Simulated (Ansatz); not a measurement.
BaC$_{8}$ in space group P6/mmm (No. 191; C on 6l, C on 2c, Ba on 1b) at seven volumes, PBE+D3(BJ) in the plane-wave PAW code Ansatz, shape and atoms relaxed at each. One row is withheld.

```csv
V (Å³/atom),P (GPa)
11.338,11.48
11.712,6.96
12.086,?
12.460,0.00
12.834,-2.18
13.207,-3.93
13.581,-5.16
```

**Question.** Fit the shown pressures and predict the withheld one.

**Answer.** P = (3/2)B₀(x^(7/2) − x^(5/2))[1 + (3/4)(B′ − 4)(x − 1)] with x = (V₀/V)^(2/3). Least squares on the six rows gives V₀ = 12.474 Å³/atom, B₀ = 85.1 GPa, B′ = 7.55. At V = 12.086, x = 1.0213 and P = 3.03 GPa. The run itself gave 3.02 GPa.

The cell is a constructed one: a structure type filled with these elements; neither database checked (COD, Materials Project) lists it. Whether it is the stable phase at ambient conditions was not checked. Symmetry was held in the PBE+D3(BJ) relaxation; of distortions, only those at the zone centre were tested. Scalar-relativistic: spin–orbit coupling is off unless named, which matters more the heavier the elements.

Potentials: the later of the program's two PAW sets.
